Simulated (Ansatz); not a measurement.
Values for one crystal, relaxed and computed with r²SCAN in the plane-wave PAW code Ansatz; other levels are named.

| Property | Result |
|---|---|
| Volume per atom | 13.33 Å³ |
| Band gap | 2.80 eV (indirect) |
| Conduction-band minimum | at C2 (k = 0.500, 0.500, 0.000 in fractions of the reciprocal vectors) |
| Formation energy from the elements (no fitted shifts) | -1.93 eV/atom |
| Smallest direct gap on the standard path | 3.10 eV |
| Valence-band maximum | off the standard path, at k = (0.167, 0.000, 0.177) in fractions of the reciprocal vectors |

Question: Pick the material that matches.
(A) Rb2TlSbCl6, Fm-3m (Rb on 8c, Tl on 4b, Sb on 4a, Cl on 24e)
(B) TaSb3O8, Pc (Pearson symbol mP24)
(C) Ba3In2O5F2, I4/mmm (Pearson symbol tI24)
(D) CaMgAsO4F, C2/c (Pearson symbol mS32)

Answer: B, TaSb3O8, Pc (Pearson symbol mP24)

The workflow started from a Materials Project entry (that database holds measured and hypothetical structures alike); the Crystallography Open Database copy checked does not list it. With Ta and Sb taken as one species the cell has the higher symmetry Pna2_1, so it may be an ordered model of a mixed-site phase. Its standing as an ambient phase is unchecked. The r²SCAN relaxation kept the symmetry of its start; its stability against distortions is not shown here. The run is not spin-polarised. The references are the lowest solids computed at this level, not always the standard phases (solids in place of the gases). Spin–orbit coupling is left out wherever it is not named.

Potentials: the later of the program's two PAW sets.
